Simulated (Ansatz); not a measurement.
# H (I4/mmm), tetragonal deformation path

Theory: DFT LDA, scalar-relativistic, plane waves, PAW (Ansatz). Settings: plane waves to 420 eV, k-mesh 10×10×10 (Γ-centred), Gaussian smearing 0.05 eV. No spin polarisation. Energies are free energies at this smearing, counted from the undisturbed cell; pressure is positive in compression.

The undisturbed cell (as given, not relaxed at this level; it stands at 0.9 GPa, and it needn't be the usual structure):

```
CELL_PARAMETERS angstrom
-1.69153 1.69153 2.05847
1.69153 -1.69153 2.05847
1.69153 1.69153 -2.05847
ATOMIC_POSITIONS crystal
H 0.90986 0.90986 0.00000
H 0.09014 0.09014 0.00000
```

The cell holds molecules and no dispersion correction was added, so their binding is poorly described.

At fixed volume and fractional coordinates, lengths along (0.000, 0.000, 1.000) are scaled against those across it; ρ is that ratio over its starting value.

```tsv
ρ	ΔE (meV/atom)	pressure (GPa)	gap on the mesh (eV)
0.800	173.1	8.6	9.43
0.850	?	?	9.07
0.920	36.0	3.6	8.67
0.960	13.6	2.2	8.47
1.000	0.0	0.9	8.30
1.050	-6.6	-0.5	8.13
1.100	-3.5	-1.8	7.98
1.200	25.2	-4.1	7.45
1.300	75.9	?	?
```

Q: Give the withheld values.

A: ΔE (meV/atom) at ρ = 0.850: 101.2; pressure (GPa) at ρ = 0.850: 6.3; pressure (GPa) at ρ = 1.300: -5.9; gap on the mesh (eV) at ρ = 1.300: 6.54.